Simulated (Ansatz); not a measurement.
B2W: relaxed-ion elastic tensor

Theory: DFT PBEsol, scalar-relativistic, plane waves, PAW (Ansatz 0.2.0). Plane waves to 420 eV; Γ-centred k mesh 18×18×12; Fermi-Dirac smearing of 0.15 eV. No spin polarisation.

The cell, relaxed at this level:
```xyz
3
Lattice="3.0095 0.0000 0.0000 -1.5047 2.6063 0.0000 0.0000 0.0000 3.3218" Properties=species:S:1:pos:R:3 pbc="T T T"
B     0.0000    1.7375    1.6609
B     1.5047    0.8688    1.6609
W     0.0000    0.0000    0.0000
```

In a metal, frequencies and elastic constants depend on the k mesh and the smearing, soft modes and shear constants most. Spin–orbit coupling is left out, which can shift energies with elements as heavy as these.

Problem. Give the relaxed-ion elastic constants (GPa, Voigt order xx yy zz yz xz xy, on the axes of the cell above).

Solution.
C11 = 631.5, C12 = 158.5, C13 = 265.1, C22 = 631.5, C23 = 265.1, C33 = 418.6, C44 = 147.3, C55 = 147.3, C66 = 236.5 GPa; the others vanish.

Problem. Is the crystal stable against homogeneous strain?

Solution. Yes: the least eigenvalue of the tensor is 147.3 GPa.

Problem. And the moduli of a polycrystal (Hill averages)?

Solution. B = 338 GPa, G = 163 GPa, E = 420 GPa, ν = 0.29.

Cost: 1 run of about 4.4 core-minutes, on Arm Neoverse V2 (shared hosts).